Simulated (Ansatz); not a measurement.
The relaxed structure here is a generated cell of TiC: the first start was made by placing the elements on the sites of a structure type, and the end was not matched to a known phase here, so it may be hypothetical. Known forms of TiC include space group No. 225.

One stationary structure of TiC. Space group Imm2 (No. 44). The numbers are results of PBE (plane waves to 420 eV, PAW, scalar-relativistic; Ansatz, a first-principles code), not measurements.

```cif
data_C3Ti3
_chemical_formula_sum 'Ti3 C3'
_space_group_name_H-M_alt 'P 1'
_space_group_IT_number 1
_cell_length_a 5.30323
_cell_length_b 5.30323
_cell_length_c 5.30323
_cell_angle_alpha 148.238
_cell_angle_beta 68.903
_cell_angle_gamma 120.645
loop_
_space_group_symop_operation_xyz
  'x, y, z'
loop_
_atom_site_label
_atom_site_type_symbol
_atom_site_fract_x
_atom_site_fract_y
_atom_site_fract_z
_atom_site_occupancy
Ti1 Ti 0.92580 0.42580 0.50000 1
Ti2 Ti 0.59846 0.93739 0.66107 1
Ti3 Ti 0.27633 0.93739 0.33893 1
C1 C 0.25086 0.25086 0.00000 1
C2 C 0.57813 0.72605 0.85208 1
C3 C 0.87397 0.72605 0.14792 1
```

For TiC, the volume per atom is 11.11 Å³ and the band gap comes out as no gap (metallic). The shortest distances is C–Ti 2.01 Å; C–C 2.59 Å; Ti–Ti 2.82 Å and the k-mesh is 16×16×16.

Band energies at high-symmetry points (eV from the Fermi level; labels of this space group; no spin-orbit coupling), from −5 eV up to 2.5 eV:

| point | energies |
|---|---|
| Γ | -3.94 -3.45 -3.11 -2.63 -1.57 -1.29 -1.15 -0.39 -0.26 -0.24 2.02 2.13 |
| X | -4.98 -3.91 -3.18 -1.63 -1.17 -1.03 -0.84 -0.09 0.12 0.50 0.75 1.71 2.08 2.45 |
| F0 | -4.84 -3.72 -3.43 -3.28 -3.13 -2.26 -1.02 -0.78 -0.21 1.03 1.11 2.13 |
| Σ0 | -4.84 -3.72 -3.43 -3.28 -3.13 -2.26 -1.02 -0.78 -0.21 1.03 1.11 2.13 |
| Λ0 | -4.20 -3.86 -3.66 -1.18 -1.18 -1.07 -0.98 -0.03 -0.02 0.15 0.77 1.19 2.40 2.42 |
| G0 | -4.20 -3.86 -3.66 -1.18 -1.18 -1.07 -0.98 -0.03 -0.02 0.15 0.77 1.19 2.40 2.42 |
| R | -4.08 -3.84 -3.60 -2.91 -2.67 -2.13 -1.66 -1.61 -0.71 1.31 1.46 1.48 |
| W | -4.04 -3.86 -3.61 -2.85 -2.64 -1.95 -1.69 -1.56 -1.14 1.25 1.39 1.79 2.35 |

No spin polarisation in the result.

It was reached from a disturbed copy of a R3m (No. 160) cell (AFLOW prototype AB_hR6_160_b_b (B13, as in NiS)), against which it lies -0.06 eV/atom.
